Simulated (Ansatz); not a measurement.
CdS:
```xyz
2
Lattice="0.0000 2.7267 2.7267 2.7267 0.0000 2.7267 2.7267 2.7267 0.0000" Properties=species:S:1:pos:R:3 pbc="T T T"
Cd     0.0000     0.0000     0.0000
S      2.7267     2.7267     2.7267
```

Relaxed with r²SCAN.

### Question
Give the Bader charges and basin volumes of the independent atoms, the program Ansatz at the r²SCAN level (PAW).

### Answer


```
atom  Bader charge (e)  Bader volume (Å³)
----  ----------------  -----------------
Cd1              +1.03               16.4
S2               -1.03               24.1
```

Space group Fm-3m (rock salt). This is a known high-pressure phase of the composition, computed here at zero pressure and temperature. The cell was relaxed with r²SCAN under the symmetry of its start; whether a distortion lowers the energy is not shown.

Potentials: the later of the program's two PAW sets.
